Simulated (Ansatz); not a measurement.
In DFT-r²SCAN in the program Ansatz with PAW potentials, La3Ni2O7 in the tetragonal phase (I4/mmm; Pearson symbol tI24) relaxes to a = 3.845 Å, c = 20.231 Å. La on 2b has 12 nearest neighbours from 2.72 Å (cuboctahedral). Its formation energy from the elements is -2.73 eV/atom, with no fitted shifts.

Electronic character: metallic (no gap). The magnetic state found is ferromagnetic. The net moment is 0.25 μB per atom.

The start of the workflow was typed in or built on a structure type; neither database checked (COD, Materials Project) lists it. Its standing as an ambient phase is unchecked. The cell was relaxed with r²SCAN under the symmetry of its start; whether a distortion lowers the energy is not shown. The final state is ferromagnetic, the only order run, not a proven ground state. The program gave a warning on the electronic state, which may not be the lowest. No Hubbard U is applied. For itinerant 3d metals, meta-GGAs of the SCAN family and hybrids are commonly reported to give too large moments. The compound may be a true metal, but semilocal functionals without U, or a wrong spin order, can also close a gap. The references are the lowest solids computed at this level, not always the standard phases (solids in place of the gases). Scalar-relativistic: spin–orbit coupling is off unless named, which matters more the heavier the elements.

Potentials: the earlier of the program's two PAW sets. The files were generated under PBE; for other functionals the program regenerates the frozen cores, and for LDA and PBEsol the local potential too.
